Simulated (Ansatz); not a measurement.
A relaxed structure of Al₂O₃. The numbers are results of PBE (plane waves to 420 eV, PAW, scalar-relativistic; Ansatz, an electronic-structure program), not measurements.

```cif
data_Al4O6
_chemical_formula_sum 'Al4 O6'
_space_group_name_H-M_alt 'P 1'
_space_group_IT_number 1
_cell_length_a 5.18037
_cell_length_b 5.18037
_cell_length_c 5.18037
_cell_angle_alpha 55.298
_cell_angle_beta 55.298
_cell_angle_gamma 55.298
loop_
_space_group_symop_operation_xyz
  'x, y, z'
loop_
_atom_site_label
_atom_site_type_symbol
_atom_site_fract_x
_atom_site_fract_y
_atom_site_fract_z
_atom_site_occupancy
Al1 Al 0.35213 0.35213 0.35213 1
Al2 Al 0.14787 0.14787 0.14787 1
Al3 Al 0.64787 0.64787 0.64787 1
Al4 Al 0.85213 0.85213 0.85213 1
O1 O 0.55616 0.94384 0.25000 1
O2 O 0.25000 0.55616 0.94384 1
O3 O 0.94384 0.25000 0.55616 1
O4 O 0.44384 0.05616 0.75000 1
O5 O 0.75000 0.44384 0.05616 1
O6 O 0.05616 0.75000 0.44384 1
```

Q: Determine the symmetry and give the standard cell with its independent sites.

A: Space group R-3c, hexagonal axes (No. 167); a = 4.808 Å, b = 4.808 Å, c = 13.122 Å, α = 90.00°, β = 90.00°, γ = 120.00°

```csv
atom,site,symmetry,x,y,z
Al,12c,3.,0.0000,0.0000,0.1479
O,18e,.2,0.3062,0.3062,0.2500
```

This is the corundum type.

Q: Give the shortest distances between elements (the closest pairs, up to four, under 3.6 Å).

A: Al–O 1.87 Å; O–O 2.55 Å; Al–Al 2.68 Å.

The volume per atom is 8.76 Å³. The band gap is 5.86 eV, direct at Γ (no spin-orbit coupling).

No spin polarisation in the result.

Measured for Al2O3: a 4.7589 Å (as listed in F. Lallet, N. Olivi-Tran, Laurent J. Lewis, Physical Review B (2009)); c 12.991 Å (as listed in F. Lallet, N. Olivi-Tran, Laurent J. Lewis, Physical Review B (2009)); gap 8.8 eV (as listed in Jonathan H. Skone, Marco Govoni, Giulia Galli, Physical Review B (2014)). Computed minus measured — a: PBE +1.0 %; c: PBE +1.0 %; gap: PBE -2.94 eV. The computed values are for a static lattice, and a measured gap can be an optical one, lowered by exciton binding.

The run could not lose the symmetry of its start; a randomly shaken copy of 10 atoms returns to this structure.
